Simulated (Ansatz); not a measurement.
Squeezing Sn₂Ir

```xyz
3
Lattice="0.0000 3.1835 3.1835 3.1835 0.0000 3.1835 3.1835 3.1835 0.0000" Properties=species:S:1:pos:R:3 pbc="T T T"
Sn    4.7753    4.7753    4.7753
Sn    1.5918    1.5918    1.5918
Ir    0.0000    0.0000    0.0000
```

The base volume is that of a database entry, with shape and atoms relaxed on PAW files at held volume, so it needn't be at zero pressure; the structure needn't be the stable phase, at rest or compressed.

Its volume is scaled, and at each volume shape and atoms are relaxed on PAW files; all methods then take that cell.

Level of theory: DFT with LDA, scalar-relativistic, in Ansatz 0.2.0; a Γ-centred 10×10×10 k mesh, Fermi–Dirac smearing of 0.05 eV, no spin polarisation. LAPW: all electrons, basis error target 1 meV/atom; PAW: frozen-core files, cutoff 420 eV; crystal datasets: all electrons, by PAW datasets that the program makes for each cell.

Energies are extrapolated to zero smearing and count from the unscaled cell; pressure is positive in compression; gaps take the mesh and a band path. No temperature or zero-point motion is included.

Spin–orbit coupling is left out, which matters for the heavy atoms. The PAW files were made under PBE. The structure type is held throughout; the real material can change phase at far lower pressure.

```csv
V/V0,V (Å³/atom),P LAPW (GPa),ΔE LAPW (eV/atom),P PAW − LAPW (GPa),ΔE PAW − LAPW (meV/atom),space group,shortest distance (Å)
1.00,21.51,-3.80,0.000,0.01,0.0,Fm-3m,2.757
0.85,18.28,25.1,0.169,0.03,0.4,Fm-3m,2.612
0.80,17.21,42.7,0.394,0.06,0.7,Fm-3m,?
0.75,16.13,66.5,0.756,0.11,1.3,Fm-3m,2.505
```

**Question.** What belongs in the row "0.80", column "shortest distance (Å)"?

**Answer.** 2.559.

**Question.** At the smallest volume, how far do crystal datasets lie from LAPW in pressure?

**Answer.** crystal datasets: 0.00 GPa, on a LAPW pressure of 66.5 GPa.

**Question.** How do the Löwdin populations by LAPW change from the unscaled cell to the last row?

**Answer.** Sn 5s 1.44 → 1.22, Sn 5p 2.52 → 2.72, Ir 6s 0.72 → 0.68, Ir 5d 8.25 → 8.40 electrons an atom. These are projections on the shells that the free atoms fill; 0.20 e a cell lies outside them at the start and 0.21 e at the end.
